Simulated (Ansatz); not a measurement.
With plane-wave PAW PBE (Ansatz code), Cu in the diamond structure (Fd-3m) relaxes to a = 5.354 Å. Cu has 4 nearest neighbours from 2.32 Å (tetrahedral).

Electronic character: metallic (no gap).

An equation-of-state fit gives a bulk modulus of 54.4 GPa.

The start of the workflow was typed in or built on a structure type; neither database checked (COD, Materials Project) lists it. It is not the phase usual at ambient conditions (space group No. 225). Symmetry was held in the PBE relaxation; whether a distortion lowers the energy is not shown. The run is not spin-polarised.

Potentials: the later of the program's two PAW sets.
